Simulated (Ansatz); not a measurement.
Zr3Ag, DFT, LDA, PAW with Ansatz's default frozen-core files, scalar-relativistic (Ansatz 0.2.0), run on 1 thread of Intel(R) Xeon(R) 6975P-C (Granite Rapids) on a shared host.

The geometry is COD entry 1509571, unchecked; take it as a test cell. The listed cell was then made from it by scaling, straining or moving an atom.

Command: `ansatz run input.yaml --threads 1 --pin off --max-ram 4096MiB --backend cpu --events-out ev --progress --plain --runs-dir out`

```yaml
crystal:
  lattice:
    - [4.566, 0.0, 0.0]
    - [0.0, 4.566, 0.0]
    - [0.0, 0.0, 4.02586]
  atoms:
    - { symbol: Zr, position: [0.5, 0.5, 0.0] }
    - { symbol: Zr, position: [0.0, 0.5, 0.5] }
    - { symbol: Zr, position: [0.5, 0.0, 0.5] }
    - { symbol: Ag, position: [0.0, 0.0, 0.0] }
kpoints:
  mp_grid: { grid: [7, 7, 8] }
scf:
  occupations: { method: fermi_dirac, width: 0.05 }
hamiltonian:
  xc: lda
  pseudopotentials: { kind: paw }
output:
  forces: true
  stress: true
  eigenvalues: true
  efg: { contact_densities: true }
```

(1) How large is the problem that the program sets up?

(2) Estimate the wall time and the peak memory.

(3) And the same cell and mesh by crystal-made all-electron datasets, asked for forces, stress, eigenvalues, efg, on the same hardware?

Answers

(1) 50 irreducible k-points, 1677 plane waves at Γ, 33 bands.

(2) 5 s of wall time for 7 SCF iterations, with a peak of 0.51 GiB. Times on shared machines scatter by tens of per cent.

(3) 16 s, peak memory 0.75 GiB.
